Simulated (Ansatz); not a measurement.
**Compounds of Al: energies of formation from the elements**

All-electron LAPW in Ansatz 0.2.0 under PBEsol, scalar-relativistic, energies extrapolated to zero smearing, at cells relaxed on PAW files: ScAl (Pm-3m), a = 3.34 Å, b = 3.34 Å, c = 3.34 Å, α = 90.00°, β = 90.00°, γ = 90.00°; TiAl₃ (I4/mmm), a = 3.82 Å, b = 3.82 Å, c = 8.55 Å, α = 90.00°, β = 90.00°, γ = 90.00°; ScAl (Cmcm), a = 3.29 Å, b = 11.02 Å, c = 4.34 Å, α = 90.00°, β = 90.00°, γ = 90.00°; Al₂Pd (Fm-3m), a = 5.89 Å, b = 5.89 Å, c = 5.89 Å, α = 90.00°, β = 90.00°, γ = 90.00°; AlCu₃ (Fm-3m), a = 5.77 Å, b = 5.77 Å, c = 5.77 Å, α = 90.00°, β = 90.00°, γ = 90.00°.

The elements are taken as Al fcc, Cu fcc, Pd fcc, Sc hcp, Ti hcp, by the same method, without zero-point or thermal terms. The PAW files were made under PBE. The structures needn't be the ground states, and some are hypothetical. Spin–orbit coupling is left out, and cells without a listed moment are non-magnetic or ran without spin. k spacings are 0.16 to 0.3 Å⁻¹, smearing 0.02 to 0.05 eV.

```tsv
compound	ΔE LAPW (eV/atom)	PAW − LAPW (meV/atom)	V (Å³/atom)
ScAl (Pm-3m)	?	0.5	18.71
TiAl₃ (I4/mmm)	-0.404	1.0	15.57
ScAl (Cmcm)	-0.411	0.8	19.65
Al₂Pd (Fm-3m)	-0.611	1.0	17.01
AlCu₃ (Fm-3m)	?	0.4	11.99
```

(1) Give the missing entry: row "ScAl (Pm-3m)", column "ΔE LAPW (eV/atom)".

(2) What belongs in the row "AlCu₃ (Fm-3m)", column "ΔE LAPW (eV/atom)"?

Answers

(1) -0.466.

(2) -0.179.
